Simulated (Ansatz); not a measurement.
Consider the following.

ZnCu₂SnSe₄:
```xyz
8
Lattice="-2.7981 2.7981 5.5965 2.7981 -2.7981 5.5965 2.7981 2.7981 -5.5965" Properties=species:S:1:pos:R:3 pbc="T T T"
Zn     0.0000     2.7981     2.7982
Cu     2.7981     0.0000     2.7982
Cu     0.0000     0.0000     0.0000
Sn     0.0000     0.0000     5.5965
Se     1.5205     1.4639     4.1296
Se     4.2621     1.2776     1.4669
Se     1.2776     1.3342    -1.4669
Se    -1.4639     1.5205     7.0633
```

This is the LDA-relaxed structure.

All from LDA in the plane-wave PAW code Ansatz, unless another level is named. Estimate the electronic character.

no gap, with almost no states at the Fermi level (zero-gap or semimetallic).

And the formation energy from the elements (no fitted shifts)?

-0.36 eV/atom.

Space group I-4. Symmetry was held in the LDA relaxation. No spin polarisation was allowed. The references are the lowest solids computed at this level, not always the standard phases. Spin–orbit coupling is left out wherever it is not named.

Potentials: the later of the program's two PAW sets.
